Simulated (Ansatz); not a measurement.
# Calculated with Ansatz: Ca2O, relaxation

Input:

```yaml
crystal:
  lattice:
    - [6.684179, 0.0, 0.0]
    - [0.0, 4.935083, 0.0]
    - [0.0, 0.0, 9.178686]
  atoms:
    - { symbol: Ca, position: [0.03433, 0.25, 0.70169] }
    - { symbol: Ca, position: [0.46567, 0.75, 0.20169] }
    - { symbol: Ca, position: [0.53433, 0.25, 0.79831] }
    - { symbol: Ca, position: [0.96567, 0.75, 0.29831] }
    - { symbol: O, position: [0.22444, 0.25, 0.38657] }
    - { symbol: O, position: [0.27556, 0.75, 0.88657] }
    - { symbol: O, position: [0.72444, 0.25, 0.11343] }
    - { symbol: O, position: [0.77556, 0.75, 0.61343] }
    - { symbol: Ca, position: [0.1739, 0.25, 0.06482] }
    - { symbol: Ca, position: [0.3261, 0.75, 0.56482] }
    - { symbol: Ca, position: [0.6739, 0.25, 0.43518] }
    - { symbol: Ca, position: [0.8261, 0.75, 0.93518] }
  symmetry: { tolerance: 0.0003 }
kpoints:
  mp_grid: { grid: [5, 6, 3], shift: [0, 0, 0] }
magnetization:
  spin_polarized: false
scf:
  occupations: { method: fermi_dirac }
  lower_state_search: "off"
hamiltonian:
  pseudopotentials: { kind: paw }
  xc: r2scan
basis:
  ecutwfc: 500
  fft_grid_basis: typed
relax:
  max_steps: 80
  cell: { p_target: 0.0 }
  f_tol: 0.03
output:
  forces: true
  stress: true
  eigenvalues: true
  bader: true
  populations: true
  elf: true
  write_potential: true
  volumetric_format: npy
  dos:
    e_range: [-12, 8]
    de: 0.05
    projected: { site_lists: { Ca: [Ca], O: [O] } }
checkpoint:
  read: saved_state
```

The command:

```bash
ansatz run input.yaml --threads 2 --pin off --max-ram 3584MiB --backend cpu --events-out ev --progress --plain --runs-dir out
```

Origin of the cell: a known structure type with other elements, at an estimated volume, so it need not be a known compound.

The smearing width isn't typed, so it takes its default of 0.1 eV.

The saved state is a converged single point of the same cell.

Steps («new basis» is an SCF on plane waves selected anew at the same cell):

| step | ΔF (meV/atom) | max force component (eV/Å) | P (GPa) | volume (Å³) | SCF iterations | step was |
| --- | --- | --- | --- | --- | --- | --- |
| 1 | 0.0 | 1.095 | -4.93 | 302.78 | 7 | accepted |
| 2 | -196.2 | 0.973 | -4.58 | 281.30 | 8 | accepted |
| 3 | -391.4 | 1.266 | -3.04 | 260.08 | 8 | accepted |
| 4 | -569.7 | 1.315 | 0.29 | 244.32 | 8 | accepted |
| 5 | -711.7 | 1.111 | 2.89 | 241.41 | 8 | accepted |
| 6 | -881.0 | 1.281 | 3.37 | 248.68 | 8 | accepted |
| 7 | -1067.3 | 0.962 | 2.30 | 261.38 | 9 | accepted |
| 8 | -1201.8 | 0.928 | 1.58 | 273.04 | 9 | accepted |
| 9 | -1278.4 | 0.945 | 1.35 | 276.66 | 8 | accepted |
| 10 | -1343.3 | 0.746 | 0.46 | 280.25 | 8 | accepted |
| 11 | -1379.2 | 0.349 | 0.21 | 285.83 | 9 | accepted |
| 12 | -1383.7 | 0.101 | 0.01 | 285.29 | 8 | accepted |
| 13 | -1386.4 | 0.011 | -0.08 | 288.65 | 8 | accepted |
| 14 | -1386.5 | 0.016 | 0.06 | 287.24 | 8 | accepted |
| 15 | -1386.5 | 0.007 | -0.02 | 287.41 | 7 | accepted |
| 16 | -1386.3 | 0.007 | -0.01 | 287.41 | 7 | new basis |

Step 1, with forces in eV/Å:

```xyz
12
Lattice="6.684 0.000 0.000 0.000 4.935 0.000 0.000 0.000 9.179" Properties=species:S:1:pos:R:3:forces:R:3 pbc="T T T" step=1
Ca    0.229    1.234    6.441   -0.136    0.000   -1.095
Ca    3.113    3.701    1.851    0.136    0.000   -1.095
Ca    3.572    1.234    7.327   -0.136    0.000    1.095
Ca    6.455    3.701    2.738    0.136    0.000    1.095
O     1.500    1.234    3.548   -0.588    0.000   -0.343
O     1.842    3.701    8.138    0.588    0.000   -0.343
O     4.842    1.234    1.041   -0.588    0.000    0.343
O     5.184    3.701    5.630    0.588    0.000    0.343
Ca    1.162    1.234    0.595   -0.801    0.000    0.351
Ca    2.180    3.701    5.184    0.801    0.000    0.351
Ca    4.504    1.234    3.994   -0.801    0.000   -0.351
Ca    5.522    3.701    8.584    0.801    0.000   -0.351
```

Step 2, with forces in eV/Å:

```xyz
12
Lattice="6.594 0.000 0.000 0.000 4.695 0.000 0.000 0.000 9.088" Properties=species:S:1:pos:R:3:forces:R:3 pbc="T T T" step=2
Ca    0.215    1.174    6.229   -0.402    0.000   -0.973
Ca    3.082    3.521    1.685    0.402    0.000   -0.973
Ca    3.511    1.174    7.403   -0.402    0.000    0.973
Ca    6.379    3.521    2.859    0.402    0.000    0.973
O     1.395    1.174    3.463   -0.956    0.000   -0.267
O     1.902    3.521    8.007    0.956    0.000   -0.267
O     4.692    1.174    1.081   -0.956    0.000    0.267
O     5.199    3.521    5.624    0.956    0.000    0.267
Ca    1.028    1.174    0.625   -0.831    0.000    0.310
Ca    2.269    3.521    5.169    0.831    0.000    0.310
Ca    4.325    1.174    3.919   -0.831    0.000   -0.310
Ca    5.566    3.521    8.463    0.831    0.000   -0.310
```

Step 4, with forces in eV/Å:

```xyz
12
Lattice="6.386 0.000 0.000 0.000 4.280 0.000 0.000 0.000 8.939" Properties=species:S:1:pos:R:3:forces:R:3 pbc="T T T" step=4
Ca    0.097    1.070    5.855   -0.745    0.000   -0.646
Ca    3.096    3.210    1.385    0.745    0.000   -0.646
Ca    3.290    1.070    7.553   -0.745    0.000    0.646
Ca    6.289    3.210    3.084    0.745    0.000    0.646
O     1.033    1.070    3.376   -1.315    0.000    0.290
O     2.160    3.210    7.845    1.315    0.000    0.290
O     4.226    1.070    1.094   -1.315    0.000   -0.290
O     5.353    3.210    5.563    1.315    0.000   -0.290
Ca    0.785    1.070    0.717   -0.294    0.000    0.737
Ca    2.408    3.210    5.186    0.294    0.000    0.737
Ca    3.978    1.070    3.752   -0.294    0.000   -0.737
Ca    5.601    3.210    8.222    0.294    0.000   -0.737
```

Step 5, with forces in eV/Å:

```xyz
12
Lattice="6.334 0.000 0.000 0.000 4.257 0.000 0.000 0.000 8.953" Properties=species:S:1:pos:R:3:forces:R:3 pbc="T T T" step=5
Ca    0.023    1.064    5.765   -0.545    0.000   -0.529
Ca    3.144    3.193    1.288    0.545    0.000   -0.529
Ca    3.189    1.064    7.665   -0.545    0.000    0.529
Ca    6.311    3.193    3.188    0.545    0.000    0.529
O     0.850    1.064    3.434   -1.111    0.000    0.231
O     2.317    3.193    7.910    1.111    0.000    0.231
O     4.017    1.064    1.043   -1.111    0.000   -0.231
O     5.483    3.193    5.519    1.111    0.000   -0.231
Ca    0.720    1.064    0.801   -0.165    0.000    1.100
Ca    2.447    3.193    5.277    0.165    0.000    1.100
Ca    3.887    1.064    3.676   -0.165    0.000   -1.100
Ca    5.614    3.193    8.152    0.165    0.000   -1.100
```

Step 7, with forces in eV/Å:

```xyz
12
Lattice="6.273 0.000 0.000 0.000 4.557 0.000 0.000 0.000 9.143" Properties=species:S:1:pos:R:3:forces:R:3 pbc="T T T" step=7
Ca   -0.097    1.139    5.708   -0.279    0.000   -0.179
Ca    3.234    3.418    1.136    0.279    0.000   -0.179
Ca    3.039    1.139    8.007   -0.279    0.000    0.179
Ca    6.371    3.418    3.435    0.279    0.000    0.179
O     0.495    1.139    3.539   -0.921    0.000   -0.765
O     2.642    3.418    8.111    0.921    0.000   -0.765
O     3.631    1.139    1.032   -0.921    0.000    0.765
O     5.779    3.418    5.604    0.921    0.000    0.765
Ca    0.586    1.139    1.135   -0.355    0.000    0.962
Ca    2.550    3.418    5.707    0.355    0.000    0.962
Ca    3.723    1.139    3.436   -0.355    0.000   -0.962
Ca    5.687    3.418    8.008    0.355    0.000   -0.962
```

Step 8, with forces in eV/Å:

```xyz
12
Lattice="6.229 0.000 0.000 0.000 4.729 0.000 0.000 0.000 9.270" Properties=species:S:1:pos:R:3:forces:R:3 pbc="T T T" step=8
Ca   -0.124    1.182    5.713   -0.143    0.000    0.001
Ca    3.238    3.546    1.078    0.143    0.000    0.001
Ca    2.991    1.182    8.192   -0.143    0.000   -0.001
Ca    6.353    3.546    3.557    0.143    0.000   -0.001
O     0.320    1.182    3.521   -0.928    0.000   -0.352
O     2.794    3.546    8.156    0.928    0.000   -0.352
O     3.435    1.182    1.114   -0.928    0.000    0.352
O     5.909    3.546    5.749    0.928    0.000    0.352
Ca    0.518    1.182    1.295   -0.230    0.000    0.263
Ca    2.597    3.546    5.930    0.230    0.000    0.263
Ca    3.632    1.182    3.340   -0.230    0.000   -0.263
Ca    5.711    3.546    7.975    0.230    0.000   -0.263
```

Step 10, with forces in eV/Å:

```xyz
12
Lattice="6.067 0.000 0.000 0.000 4.804 0.000 0.000 0.000 9.616" Properties=species:S:1:pos:R:3:forces:R:3 pbc="T T T" step=10
Ca   -0.080    1.201    5.882    0.012    0.000   -0.002
Ca    3.113    3.603    1.074   -0.012    0.000   -0.002
Ca    2.953    1.201    8.543    0.012    0.000    0.002
Ca    6.147    3.603    3.734   -0.012    0.000    0.002
O    -0.044    1.201    3.604   -0.746    0.000   -0.018
O     3.077    3.603    8.413    0.746    0.000   -0.018
O     2.989    1.201    1.204   -0.746    0.000    0.018
O     6.110    3.603    6.012    0.746    0.000    0.018
Ca    0.541    1.201    1.420    0.048    0.000    0.036
Ca    2.492    3.603    6.228   -0.048    0.000    0.036
Ca    3.575    1.201    3.389    0.048    0.000   -0.036
Ca    5.525    3.603    8.197   -0.048    0.000   -0.036
```

Step 11, with forces in eV/Å:

```xyz
12
Lattice="6.116 0.000 0.000 0.000 4.778 0.000 0.000 0.000 9.781" Properties=species:S:1:pos:R:3:forces:R:3 pbc="T T T" step=11
Ca    0.018    1.195    5.942   -0.027    0.000    0.084
Ca    3.040    3.584    1.052    0.027    0.000    0.084
Ca    3.076    1.195    8.730   -0.027    0.000   -0.084
Ca    6.098    3.584    3.839    0.027    0.000   -0.084
O    -0.227    1.195    3.673   -0.349    0.000   -0.022
O     3.285    3.584    8.563    0.349    0.000   -0.022
O     2.831    1.195    1.218   -0.349    0.000    0.022
O     6.343    3.584    6.109    0.349    0.000    0.022
Ca    0.499    1.195    1.478    0.009    0.000    0.033
Ca    2.559    3.584    6.369   -0.009    0.000    0.033
Ca    3.557    1.195    3.412    0.009    0.000   -0.033
Ca    5.617    3.584    8.303   -0.009    0.000   -0.033
```

Step 14, with forces in eV/Å:

```xyz
12
Lattice="6.111 0.000 0.000 0.000 4.744 0.000 0.000 0.000 9.907" Properties=species:S:1:pos:R:3:forces:R:3 pbc="T T T" step=14
Ca    0.052    1.186    6.003    0.006    0.000    0.016
Ca    3.003    3.558    1.050   -0.006    0.000    0.016
Ca    3.108    1.186    8.857    0.006    0.000   -0.016
Ca    6.059    3.558    3.904   -0.006    0.000   -0.016
O    -0.347    1.186    3.733    0.001    0.000    0.000
O     3.403    3.558    8.686   -0.001    0.000    0.000
O     2.708    1.186    1.221    0.001    0.000    0.000
O     6.459    3.558    6.174   -0.001    0.000    0.000
Ca    0.434    1.186    1.518    0.004    0.000   -0.002
Ca    2.621    3.558    6.472   -0.004    0.000   -0.002
Ca    3.490    1.186    3.435    0.004    0.000    0.002
Ca    5.677    3.558    8.389   -0.004    0.000    0.002
```

Step 16, with forces in eV/Å:

```xyz
12
Lattice="6.104 0.000 0.000 0.000 4.748 0.000 0.000 0.000 9.917" Properties=species:S:1:pos:R:3:forces:R:3 pbc="T T T" step=16
Ca    0.053    1.187    6.011   -0.001    0.000   -0.002
Ca    2.999    3.561    1.052    0.001    0.000   -0.002
Ca    3.105    1.187    8.865   -0.001    0.000    0.002
Ca    6.050    3.561    3.907    0.001    0.000    0.002
O    -0.345    1.187    3.738   -0.001    0.000   -0.007
O     3.397    3.561    8.697    0.001    0.000   -0.007
O     2.707    1.187    1.221   -0.001    0.000    0.007
O     6.449    3.561    6.180    0.001    0.000    0.007
Ca    0.433    1.187    1.519    0.001    0.000    0.006
Ca    2.619    3.561    6.478   -0.001    0.000    0.006
Ca    3.485    1.187    3.440    0.001    0.000   -0.006
Ca    5.671    3.561    8.398   -0.001    0.000   -0.006
```

| Quantity | Value |
| --- | --- |
| Free energy lowered by | 1386.3 meV/atom |
| Volume change | -5.08 % |
| Final pressure | -0.01 GPa |
| Relaxation steps listed | 16 |

Caveats: no spin, though holes on the anions or broken bonds may carry moments; the relaxation held the start's symmetry, so the end may be a saddle point.

It ran for 1200 s of wall time on 2 CPU thread(s) of a shared host, from a saved density.
